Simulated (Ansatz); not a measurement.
A generator proposed this cell of AlIn3As4.

```
CELL_PARAMETERS angstrom
4.04806 0.00000 0.00000
0.00000 4.04806 0.00000
0.00000 0.00000 11.44965
ATOMIC_POSITIONS crystal
Al 0.00000 0.00000 0.00000
In 0.50000 0.50000 0.25000
In 0.00000 0.00000 0.50000
In 0.50000 0.50000 0.75000
As 0.50000 0.00000 0.12500
As 0.00000 0.50000 0.37500
As 0.50000 0.00000 0.62500
As 0.00000 0.50000 0.87500
```

Computed with Ansatz 0.2.0, DFT PBE, scalar-relativistic, plane waves, PAW. Cutoff 420 eV; k points 4×4×2 on the computed 8-atom cell (Γ-centred); Gaussian smearing, width 0.10 eV; no spin polarisation.

The zero of energy is the elements' standard structures at the same level; no fitted shifts are applied.

Problem. Estimate its pressure, forces and energy as it stands.

Solution. The pressure is 14.7 GPa (the mean over three directions, positive in compression), the largest force is 1.88 eV/Å, and the energy is −0.06 eV/atom against the elements. The shortest distance is 2.48 Å.

Problem. How much does it gain on relaxing, and where does it end?

Solution. Relaxing gains about 0.23 eV/atom (the start's value is from the coarse mesh, so the gain is rough) in 9 ionic steps and ends at −0.29 eV/atom on the finer mesh. The symmetry stays P-4m2 (No. 115). The volume per atom grows by 19.0 %, from 23.5 to 27.9 Å³. The shortest distance goes from 2.48 Å (Al–As and In–As) to 2.52 Å (Al–As). Conventional cell: a = 4.286 Å, c = 12.159 Å. Al is surrounded by 4 As at 2.52 Å; In on a site of symmetry 2mm is surrounded by 4 As at 2.66–2.67 Å; As on its first site has 2 Al at 2.52 Å and 2 In at 2.67 Å; 2 more sites not described.

The last run used a 10×10×4 mesh (in the run's order of axes) for its 8-atom cell and Gaussian smearing of 0.10 eV. The reference form of As is held partly by dispersion forces, which this level lacks. The relaxation can't lower the symmetry of the start. Symmetry constrained the relaxation, so the result can be a saddle point.
